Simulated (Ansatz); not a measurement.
YSi2Rh2 in Ansatz, vacancy hop by nudged elastic band

Run with:

```bash
ansatz run input.yaml --threads 4 --pin off --max-ram 8192MiB --backend cpu --events-out ev --progress --plain --runs-dir out
```

input.yaml:

```yaml
crystal:
  lattice:
    - [0.0, 7.984792, 0.0]
    - [7.984792, 0.0, 0.0]
    - [1.996198, 1.996198, -4.912344]
  atoms:
    - { symbol: Rh, position: [0.37557618, 0.12921107, 0.49961049] }
    - { symbol: Rh, position: [0.12626781, 0.37113355, 0.50387373] }
    - { symbol: "Y", position: [-0.00248341, -0.00142543, 0.00587982] }
    - { symbol: Si, position: [0.18721857, 0.18890862, 0.24843069] }
    - { symbol: Si, position: [0.31591703, 0.31667392, 0.74725996] }
    - { symbol: Rh, position: [0.37300036, 0.6206451, 0.49561608] }
    - { symbol: Rh, position: [0.12998607, 0.87589364, 0.49411335] }
    - { symbol: "Y", position: [0.00383007, 0.50184601, -0.00247188] }
    - { symbol: Si, position: [0.19313525, 0.68822497, 0.24707904] }
    - { symbol: Si, position: [0.31175116, 0.81434933, 0.75338022] }
    - { symbol: Rh, position: [0.87702187, 0.12252255, 0.49931749] }
    - { symbol: Rh, position: [0.6235204, 0.37309323, 0.50533719] }
    - { symbol: "Y", position: [0.49854682, 0.00215529, 0.00140171] }
    - { symbol: Si, position: [0.68565626, 0.18678166, 0.25001929] }
    - { symbol: Rh, position: [0.87408417, 0.62053583, 0.50449994] }
    - { symbol: Rh, position: [0.62419481, 0.87341257, 0.50527153] }
    - { symbol: "Y", position: [0.50313936, 0.50273896, -0.00234954] }
    - { symbol: Si, position: [0.68947616, 0.68715338, 0.24845609] }
    - { symbol: Si, position: [0.80873152, 0.81144924, 0.74923746] }
kpoints:
  mp_grid: { grid: [2, 2, 3] }
magnetization:
  spin_polarized: false
scf:
  occupations: { method: fermi_dirac, width: 0.05 }
hamiltonian:
  pseudopotentials: { kind: paw }
  xc: pbesol
basis:
  ecutwfc: 420
neb:
  images: 5
  relax_end_points: true
  climbing: true
  f_tol: 0.05
  max_iterations: 40
  order_check: false
  final_atoms:
    - { symbol: Rh, position: [0.37557618, 0.12921107, 0.49961049] }
    - { symbol: Rh, position: [0.12626781, 0.37113355, 0.50387373] }
    - { symbol: "Y", position: [-0.00248341, -0.00142543, 0.00587982] }
    - { symbol: Si, position: [0.18721857, 0.18890862, 0.24843069] }
    - { symbol: Si, position: [0.31591703, 0.31667392, 0.74725996] }
    - { symbol: Rh, position: [0.37300036, 0.6206451, 0.49561608] }
    - { symbol: Rh, position: [0.12998607, 0.87589364, 0.49411335] }
    - { symbol: "Y", position: [0.00383007, 0.50184601, -0.00247188] }
    - { symbol: Si, position: [0.19313525, 0.68822497, 0.24707904] }
    - { symbol: Si, position: [0.31175116, 0.81434933, 0.75338022] }
    - { symbol: Rh, position: [0.87702187, 0.12252255, 0.49931749] }
    - { symbol: Rh, position: [0.6235204, 0.37309323, 0.50533719] }
    - { symbol: "Y", position: [0.49854682, 0.00215529, 0.00140171] }
    - { symbol: Si, position: [0.8111332, 0.31361908, -0.24907702] }
    - { symbol: Rh, position: [0.87408417, 0.62053583, 0.50449994] }
    - { symbol: Rh, position: [0.62419481, 0.87341257, 0.50527153] }
    - { symbol: "Y", position: [0.50313936, 0.50273896, -0.00234954] }
    - { symbol: Si, position: [0.68947616, 0.68715338, 0.24845609] }
    - { symbol: Si, position: [0.80873152, 0.81144924, 0.74923746] }
```

Origin of the cell: a database entry, scaled a little.

The cell is 2×2×1 cells of YSi2Rh2 with one Si taken out; atom 14 (Si) hops into the empty site, 2.45 Å away before the end points are relaxed. All atoms were shaken by about 0.02 Å first.

Output (shortened):

```
Warning: neb: disabling space-group detection — the band's intermediate images generally break the endpoint symmetry, so no spatial operation reduces the k-mesh or symmetrises the density, ex […]
Pseudopotentials: kind: paw
Pseudopotential: Rh, paw, valence charge 17, recommended cutoff 420 eV (normal), Rh.paw.azcp
Pseudopotential: Y, paw, valence charge 11, recommended cutoff 420 eV (normal), Y.paw.azcp
Pseudopotential: Si, paw, valence charge 4, recommended cutoff 420 eV (normal), Si.paw.azcp
Functional definition: PBEsol
  exchange = pbesol_x
  correlation = pbesol_c
parallel-image band execution: 4 concurrent image workers
NEB image 0
Crystal: 19 atoms, lattice volume = 313.196 Å³
Basis set: ecut = 420 eV, 6115 PW (Γ), exchange–correlation on 108×108×80 points (8 copies of the dense FFT grid, shifted against one another)
Bands: 125, of which v1, the nominal top of the filled ones, is band 104 counted from 1 (103 counted from 0)
Symmetry: 1 space group operations
[… 10 lines left out …]
Initial density: superposition of atomic densities (neutral atoms: chi_scale 0, normalization atom), corrected by the library's trained network
Functional: x = pbesol(κ = 0.804, μ = 0.123457), c = pbesol(β = 0.046)
SCF iter   1: F=—  HF=-70260.593508 eV  Δρ=7.66e-3  dr2=2.35e-1  defer=12
SCF iter   2: F=—  HF=-70260.559153 eV  Δρ=3.17e-3  dr2=4.09e-2  defer=41
SCF iter   3: F=—  HF=-70260.551405 eV  Δρ=7.28e-4  dr2=2.12e-3  defer=41
SCF iter   4: F=—  HF=-70260.550925 eV  Δρ=1.60e-4  dr2=1.05e-4  defer=41
SCF iter   5: F=—  HF=-70260.550913 eV  Δρ=3.91e-5  dr2=5.72e-6  defer=41
SCF iter   6: F=—  HF=-70260.550285 eV  Δρ=9.93e-6  dr2=3.88e-7  defer=41
SCF iter   7: F=-70260.550285 eV  HF=-70260.550285 eV  Δρ=3.89e-6  dr2=5.23e-8
NEB iter   1: max|band force component| = 9.011e-1 eV/Å  barrier→ = 1.7363 eV  barrier← = 1.7362 eV  Δτ_max = 0.1996 Å  (65 SCF iters)
NEB iter   2: max|band force component| = 7.032e-1 eV/Å  barrier→ = 1.5197 eV  barrier← = 1.5196 eV  Δτ_max = 0.1019 Å  (45 SCF iters)
NEB iter   3: max|band force component| = 1.130e-1 eV/Å  barrier→ = 1.3158 eV  barrier← = 1.3158 eV  CI = image 3  Δτ_max = 0.0158 Å  (40 SCF iters)
NEB iter   4: max|band force component| = 3.370e-2 eV/Å  barrier→ = 1.3101 eV  barrier← = 1.3101 eV  CI = image 3  Δτ_max = 0.0000 Å  (30 SCF iters)
--- NEB band (7 images, 4 band iterations, 180 SCF iterations, 81 more in tests of the images' electronic states and relaxations of end points) ---
  forward barrier  = 1.310149 eV
  backward barrier = 1.310129 eV
  lagrangian_above_aufbau_ev (what the smearing adds, to first order; not taken off the barriers): saddle image -0.046346 eV, end points -0.037785 and -0.037609 eV
  climbing image's point = of an order that was not read
  energies are F+E_penalty+E_count in eV, relative to image 0
  image     s (Å)  Δ vs image 0  max|band force component| (eV/Å)
      0    0.0000      0.000000                                 —
      1    0.4286      0.249742                          3.119e-2
      2    0.8570      0.924536                          3.345e-2
  *   3    1.2852      1.310149                          3.262e-2
      4    1.7134      0.924806                          3.370e-2
      5    2.1417      0.250250                          3.154e-2
      6    2.5701      0.000020                                 —
```

The converged band:

```csv
image,path over all atoms (Å),ΔF (eV),Si x,y,z (Å)
0,0.00,0.000,2.00,6.00,-1.20
1,0.43,0.250,2.00,6.00,-0.85
2,0.86,0.925,2.00,6.00,-0.43
3,1.29,1.310,2.00,5.99,0.00
4,1.71,0.925,1.99,5.99,0.43
5,2.14,0.250,1.99,5.99,0.85
6,2.57,0.000,1.99,5.99,1.20
```

Highest image (3), forces in eV/Å:

```xyz
19
Lattice="0.000 7.985 0.000 7.985 0.000 0.000 1.996 1.996 -4.912" Properties=species:S:1:pos:R:3:forces:R:3 pbc="T T T" image=3
Rh    1.994    4.059   -2.348   -0.002    0.032    0.003
Rh    3.995    1.941   -2.567    0.002   -0.033   -0.003
Y    -0.045    0.050   -0.001    0.000    0.000    0.000
Si    2.022    1.964   -1.258    0.013   -0.007   -0.022
Si    3.966    4.035   -3.656   -0.013    0.007    0.022
Rh    5.990    3.997   -2.457    0.011   -0.011    0.000
Rh    7.984    2.002   -2.457   -0.011    0.012    0.000
Y     4.046    0.059    0.025    0.011    0.011   -0.004
Si    5.956    1.969   -1.246   -0.010   -0.010   -0.025
Si    8.017    4.030   -3.668    0.010    0.010    0.024
Rh    2.078    7.908   -2.458   -0.014    0.014    0.000
Rh    3.910    6.076   -2.458    0.014   -0.014    0.000
Y    -0.054    3.944   -0.027   -0.011   -0.011    0.004
Si    1.996    5.994   -0.001    0.000    0.000    0.000
Rh    5.928    7.992   -2.567   -0.033    0.002   -0.003
Rh    8.046    5.992   -2.348    0.032   -0.002    0.003
Y     4.037    3.953   -0.001    0.000    0.000    0.000
Si    5.951    6.020   -1.259   -0.007    0.013   -0.022
Si    8.022    7.964   -3.656    0.007   -0.013    0.022
```

Barrier of this path: 1.31 eV forwards, 1.31 eV backwards, after 4 band iterations.

Caveats: no moments, though an odd count or open d shells may carry them; the k mesh is coarse if the cell is a metal; a small cell with a neutral vacancy and no spin, whose shape can make like sites unlike; the cell is held at a rescaled volume, and strain moves barriers; the hop was drawn among near neighbours and need not be the easiest path; few images and a loose tolerance, and neither the top nor the ends were tested for their order.

It ran for 6.1 min on 4 threads of Arm Neoverse V1, with other jobs on the host, peak memory 2.3 GiB, from the program's own first density.
